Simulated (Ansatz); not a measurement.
Si2Ni (fluorite or antifluorite type), relaxed with LDA (Ansatz, a program for electronic structure, plane waves, PAW): a = b = c = 5.3485 Å, α = β = γ = 90.00°.

| Item | Value |
|---|---|
| ΔH_f (eV/atom) | -0.47 |

**Question.** The same phase is relaxed and computed with PBE in the same code. What are the cell and these values now?

**Answer.** a = 5.4451 Å, b = 5.4451 Å, c = 5.4451 Å, α = 90.00°, β = 90.00°, γ = 90.00°.

- ΔH_f (eV/atom) = -0.35

All cells were relaxed under the symmetry of their starts (and spin orders); stability against distortions was not tested throughout. Rows with no word on spin ran without spin polarisation.

Potentials: the later of the program's two PAW sets.

Ansatz is a plane-wave DFT program.

Formation energies count from the lowest solids of the elements computed at the same level, not from gases.
